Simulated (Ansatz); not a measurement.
LaSi2Au2:
```xyz
5
Lattice="-2.1906 2.1906 5.1060 2.1906 -2.1906 5.1060 2.1906 2.1906 -5.1060" Properties=species:S:1:pos:R:3 pbc="T T T"
La     0.0000     0.0000     0.0000
Si     0.0000     0.0000     3.9222
Si     0.0000     0.0000     6.2898
Au     0.0000     2.1906     2.5530
Au     2.1906     0.0000     2.5530
```

Relaxed with r²SCAN.

**Question.** Give the Bader charges and basin volumes of the independent atoms, r²SCAN in the plane-wave PAW code Ansatz.

**Answer.** 

```
atom  Bader charge (e)  Bader volume (Å³)
----  ----------------  -----------------
La1              +1.61               21.2
Si2              +0.06               16.3
Au4              -0.87               22.1
```

Space group I4/mmm. The workflow started from an entry of the Crystallography Open Database (COD). Whether it is the stable phase at ambient conditions was not checked. The cell was relaxed with r²SCAN under the symmetry of its start; its stability against distortions is not shown here. Spin–orbit coupling is left out wherever it is not named.

Potentials: the later of the program's two PAW sets.
